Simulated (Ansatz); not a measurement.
SrCd:
```xyz
2
Lattice="4.0448 0.0000 0.0000 0.0000 4.0448 0.0000 0.0000 0.0000 4.0448" Properties=species:S:1:pos:R:3 pbc="T T T"
Sr     2.0224     2.0224     2.0224
Cd     0.0000     0.0000     0.0000
```

Relaxed with r²SCAN.

Give the Bader charges and basin volumes of the independent atoms, DFT-r²SCAN in the program Ansatz with PAW potentials.



```tsv
atom	Bader charge (e)	Bader volume (Å³)
Sr1	+1.26	22.8
Cd2	-1.26	43.4
```

Space group Pm-3m (CsCl type). The workflow started from an entry of the Crystallography Open Database (COD). Its standing as an ambient phase is unchecked. The r²SCAN relaxation kept the symmetry of its start; whether a distortion lowers the energy is not shown.

Potentials: the later of the program's two PAW sets.
